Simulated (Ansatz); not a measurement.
Geometry optimisation in Ansatz: input, command and trajectory.

```yaml
crystal:
  lattice:
    - [4.2605914112, 0.0, 0.0]
    - [0.0, 4.2605914112, 0.0]
    - [0.0, 0.0, 4.2605914112]
  atoms:
    - { symbol: In, position: [0.0, 0.5, 0.5] }
    - { symbol: In, position: [0.5, 0.0, 0.5] }
    - { symbol: In, position: [0.5, 0.5, 0.0] }
    - { symbol: B, position: [0.0, 0.0, 0.0] }
basis:
  ecutwfc: 500
kpoints:
  mp_grid: { grid: [4, 4, 4] }
hamiltonian:
  xc: r2scan
scf:
  occupations: { method: gaussian, width: 0.1 }
  lower_state_search: "off"
output:
  forces: true
  stress: true
  eigenvalues: true
relax:
  adjacent_minimum: "off"
  f_tol: 0.04
  max_steps: 70
  cell: { stress_tol: 0.4 }
```

```bash
ansatz run input.yaml --threads 1 --pin off --max-ram 2560MiB --backend cpu --events-out ev --progress --plain --runs-dir out
```

These are results of DFT r2SCAN, scalar-relativistic, plane waves, PAW (Ansatz), not measurements.

Of 4 frames 4 are shown, positions in Å and forces in eV/Å; the SCF threshold varies from step to step. Steps run on the plane waves of an earlier cell, with a Pulay correction in the pressure. The basis is chosen afresh for the last frame, the zero of the energies, and at times for earlier ones too; energy and pressure step there, also at an unchanged geometry.

```xyz
4
Lattice="4.2606 0.0000 0.0000 0.0000 4.2606 0.0000 0.0000 0.0000 4.2606" Properties=species:S:1:pos:R:3:forces:R:3 pbc="T T T" step=1 free_energy_over_end_meV_per_atom=38.16 pressure_GPa=6.64
In    0.0000    2.1303    2.1303    0.0000    0.0000    0.0000
In    2.1303    0.0000    2.1303    0.0000    0.0000    0.0000
In    2.1303    2.1303    0.0000    0.0000    0.0000    0.0000
B     0.0000    0.0000    0.0000    0.0000    0.0000    0.0000
4
Lattice="4.4683 0.0000 0.0000 0.0000 4.4683 0.0000 0.0000 0.0000 4.4683" Properties=species:S:1:pos:R:3:forces:R:3 pbc="T T T" step=2 free_energy_over_end_meV_per_atom=3.29 pressure_GPa=-1.33
In    0.0000    2.2341    2.2341    0.0000    0.0000    0.0000
In    2.2341    0.0000    2.2341    0.0000    0.0000    0.0000
In    2.2341    2.2341    0.0000    0.0000    0.0000    0.0000
B     0.0000    0.0000    0.0000    0.0000    0.0000    0.0000
4
Lattice="4.4309 0.0000 0.0000 0.0000 4.4309 0.0000 0.0000 0.0000 4.4309" Properties=species:S:1:pos:R:3:forces:R:3 pbc="T T T" step=3 free_energy_over_end_meV_per_atom=0.55 pressure_GPa=-0.19
In    0.0000    2.2154    2.2154    0.0000    0.0000    0.0000
In    2.2154    0.0000    2.2154    0.0000    0.0000    0.0000
In    2.2154    2.2154    0.0000    0.0000    0.0000    0.0000
B     0.0000    0.0000    0.0000    0.0000    0.0000    0.0000
4
Lattice="4.4309 0.0000 0.0000 0.0000 4.4309 0.0000 0.0000 0.0000 4.4309" Properties=species:S:1:pos:R:3:forces:R:3 pbc="T T T" step=4 free_energy_over_end_meV_per_atom=0.00 pressure_GPa=-0.16
In    0.0000    2.2154    2.2154    0.0000    0.0000    0.0000
In    2.2154    0.0000    2.2154    0.0000    0.0000    0.0000
In    2.2154    2.2154    0.0000    0.0000    0.0000    0.0000
B     0.0000    0.0000    0.0000    0.0000    0.0000    0.0000
```

The start puts this composition into another compound's structure type, which needn't suit it. At the end the space group is Pm-3m (tolerance 0.05 Å).

The run took 22 s on 1 thread of Arm Neoverse V1, on a shared host, peak memory 0.53 GiB.

The k mesh is coarse.